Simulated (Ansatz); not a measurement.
AlN in space group P6_3mc (No. 186; Al on 2a, Al on 2b, N on 2a, N on 2b), the program Ansatz at the PBE level (PAW). The conduction-band minimum lies at Γ, with 1 equivalent valley. Second derivatives d²E/dk² of the lowest band at one valley (eV·Å²), along Cartesian directions:

```tsv
direction	d²E/dk²
[100]	26.55
[010]	26.55
[001]	27.15
[110]	26.55
[101]	26.85
[011]	26.85
```

Find the principal effective masses, the density-of-states mass and the conductivity mass.

Off-diagonal terms follow from H_xy = H[110] − (H_xx + H_yy)/2, and m*/mₑ = 7.620 eV·Å² over each eigenvalue: 0.28, 0.29, 0.29. One valley's DOS mass (m₁m₂m₃)^(1/3) = 0.28, conductivity mass 3/(Σ 1/mᵢ) = 0.28 mₑ.

What effective density of states Nc follows at 300 K for parabolic valleys?

Nc = 2.509e19 × 1 × (0.28)^(3/2) ≈ 3.7e18 cm⁻³.

With the computed static dielectric constant 8.73 (mean of the diagonal), estimate a hydrogenic donor's binding energy and radius.

E = 13.606 eV × 0.28/8.73² ≈ 50 meV; a = 0.529 Å × ε/m* ≈ 16 Å. Semilocal masses tend to be too small where the gap is.

The cell is a constructed one: a structure type filled with these elements. Its sites differ from those of the usual phase in this space group: another stacking or structure type. The PBE relaxation kept the symmetry of its start; phonons on a q-mesh show no instability.

Potentials: the later of the program's two PAW sets.
